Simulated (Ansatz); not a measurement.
Sb: one input, then a changed one

The cell comes from COD entry 5000214, which wasn't checked; take it as a given geometry. The listed cell was then made from it by scaling, straining or moving an atom.

First run: DFT, PBEsol, all-electron LAPW, scalar-relativistic (Ansatz 0.2.0).

Command: `ansatz run input.yaml --threads 1 --pin off --max-ram 2048MiB --backend cpu --events-out ev --progress --plain --runs-dir out` The run took 55 s on 1 thread of Intel(R) Xeon(R) 6975P-C (Granite Rapids), on a shared host, peak memory 0.48 GiB.

```yaml
crystal:
  lattice:
    - [2.1102243954, 1.2183386227, 3.6812845966]
    - [-2.1102243954, 1.2183386227, 3.6812845966]
    - [0.0, -2.4366772455, 3.6812845966]
  atoms:
    - { symbol: Sb, position: [0.23349, 0.23349, 0.23349] }
    - { symbol: Sb, position: [0.76651, 0.76651, 0.76651] }
kpoints:
  mp_grid: { grid: [9, 9, 9] }
scf:
  occupations: { method: fermi_dirac, width: 0.05 }
hamiltonian:
  xc: pbesol
  pseudopotentials: { kind: all_electron, lapw: { basis_error: 0.001 } }
output:
  forces: true
  stress: true
relax:
  f_tol: 0.005
  max_steps: 80
  cell: {}
```

Result: converged; relaxed volume 29.895 Å³/atom; 34 SCF iterations in all.

Spin–orbit coupling is left out, though it moves levels of the heavy atoms by tenths of an eV or more.

The input is then changed:

```diff
@@ -8,7 +8,8 @@
     - { symbol: Sb, position: [0.76651, 0.76651, 0.76651] }
 kpoints:
-  mp_grid: { grid: [9, 9, 9] }
+  mp_grid: { grid: [6, 6, 6] }
 scf:
   occupations: { method: fermi_dirac, width: 0.05 }
+  mixing: { algorithm: broyden, beta: 0.3, ndim: 16 }
 hamiltonian:
   xc: pbesol
@@ -18,6 +19,7 @@
   stress: true
 relax:
-  f_tol: 0.005
+  f_tol: 0.1
   max_steps: 80
   cell: {}
+  max_displacement: 0.1
```

Task: Predict the outcome of the changed run.

Result: It converged; energy at zero smearing -4.8 meV/atom from the first run; relaxed volume 30.181 Å³/atom; 33 SCF iterations in all. Some of these settings are too coarse for converged properties.
